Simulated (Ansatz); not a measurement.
HfC: pressure against volume, fitted

```xyz
2
Lattice="0.0000 2.3250 2.3250 2.3250 0.0000 2.3250 2.3250 2.3250 0.0000" Properties=species:S:1:pos:R:3 pbc="T T T"
Hf    2.3250    2.3250    2.3250
C     0.0000    0.0000    0.0000
```

Atom numbers follow the list: Hf1, C2.

The conventional cell has a = 4.650 Å, b = 4.650 Å, c = 4.650 Å, α = 90.00°, β = 90.00°, γ = 90.00°. Around Hf (atom 1) lie 6 C at 2.33 Å. C (atom 2) is surrounded by 6 Hf at 2.33 Å.

The geometry is COD entry 1539502, unchecked; take it as a test cell.

Spin–orbit coupling is left out, though it moves levels of the heavy atoms by tenths of an eV or more.

The calculation used DFT, LDA, all-electron LAPW, scalar-relativistic (Ansatz 0.2.0).

The runs use a Γ-centred 12×12×12 k mesh, Fermi–Dirac smearing of 0.05 eV, basis error target 0.25 meV/atom, no spin polarisation.

The cell is scaled evenly. Fractional coordinates are held (clamped ions).

```csv
V (Å³/atom),P (GPa)
11.814,3.27
12.065,-2.27
12.317,-7.27
12.442,-9.58
12.568,-11.78
12.694,-13.86
12.819,-15.84
13.322,-22.79
```

Question: Fit a third-order Birch–Murnaghan curve to the pressures.

Answer: P = (3B0/2)(y^(7/2) − y^(5/2))[1 + (3/4)(B0′ − 4)(y − 1)] with y = (V0/V)^(2/3) fits within 0.01 GPa for V0 = 11.959 Å³/atom, B0 = 261.7 GPa and B0′ = 3.98.

Question: Predict the pressure at the withheld volume, 13.071 Å³/atom.

Answer: There y = 0.9425, so the fit gives -19.49 GPa; the run gave -19.50 GPa.
